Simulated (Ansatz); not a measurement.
Here is the system:

LaAu:
```cif
data_Au4La4
_chemical_formula_sum 'La4 Au4'
_space_group_name_H-M_alt 'Cmcm'
_space_group_IT_number 63
_space_group_name_Hall '-C 2c 2'
_cell_length_a 3.98735
_cell_length_b 11.53877
_cell_length_c 4.82018
_cell_angle_alpha 90.000
_cell_angle_beta 90.000
_cell_angle_gamma 90.000
loop_
_atom_site_label
_atom_site_type_symbol
_atom_site_symmetry_multiplicity
_atom_site_Wyckoff_symbol
_atom_site_fract_x
_atom_site_fract_y
_atom_site_fract_z
_atom_site_occupancy
La1 La 4 c 0.00000 0.13477 0.75000 1
Au1 Au 4 c 0.00000 0.58731 0.25000 1
```
(The calculation used a cell of 4 atoms; values per cell refer to that cell.)

This is the r²SCAN-relaxed structure.

Task: All from r²SCAN (plane waves, PAW; program Ansatz), unless another level is named. Estimate the formation energy from the elements (no fitted shifts).

Result: -0.90 eV/atom.

Task: Predict the density of states at the Fermi level.

Result: 0.60 states/eV per atom (mean over ±0.08 eV).

The first step of the workflow began from a Materials Project structure, measured or hypothetical; the Crystallography Open Database copy checked does not list it. Whether it is the stable phase at ambient conditions was not checked. The r²SCAN relaxation kept the symmetry of its start; its stability against distortions is not shown here. The references are the lowest solids computed at this level, not always the standard phases. Scalar-relativistic: spin–orbit coupling is off unless named, which matters more the heavier the elements.

Potentials: the later of the program's two PAW sets.
